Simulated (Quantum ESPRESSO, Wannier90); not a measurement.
# Wannierisation of MgS (rock salt)

```
begin unit_cell_cart
ang
    0.0000000000    2.6044000000    2.6044000000
    2.6044000000    0.0000000000    2.6044000000
    2.6044000000    2.6044000000    0.0000000000
end unit_cell_cart
begin atoms_frac
Mg   0.0000000000  0.0000000000  0.0000000000
S    0.5000000000  0.5000000000  0.5000000000
end atoms_frac
```

Materials Project entry mp-1315; symmetrised, unrelaxed at this level. COD (Crystallography Open Database) has an entry of this formula and space group (matched by these alone). Method: LDA plane waves in Quantum ESPRESSO 7.5 (PseudoDojo norm-conserving files, 68 Ry, no spin polarisation, no spin-orbit coupling), Bloch states on a 10×10×10 mesh through Γ, Wannier90 4.0.1. Density: 10×10×10 mesh, cold smearing 0.01 Ry.

Bands 5-8 form an isolated set from -12.63 to 0.00 eV relative to the valence-band maximum (on the path) and are turned into 4 Wannier functions by minimising the spread from the start: sp3 on S.

Q: Where do the functions sit, how wide are they and what are they made of?

A: 
```csv
functions,spread (Å²),"nearest atom, distance (Å)","second atom, distance (Å)",weight on atomic waves
4,1.54,S 0.52,Mg 2.34,"S 3p 67 %, S 3s 23 %, Mg 3s 7 %"
```

Ω_I = 5.08 Å², Ω_total = 6.17 Å²; the interpolated bands follow pw.x to 0.9 meV rms on the path. It is the lowest total spread that any start reached here.
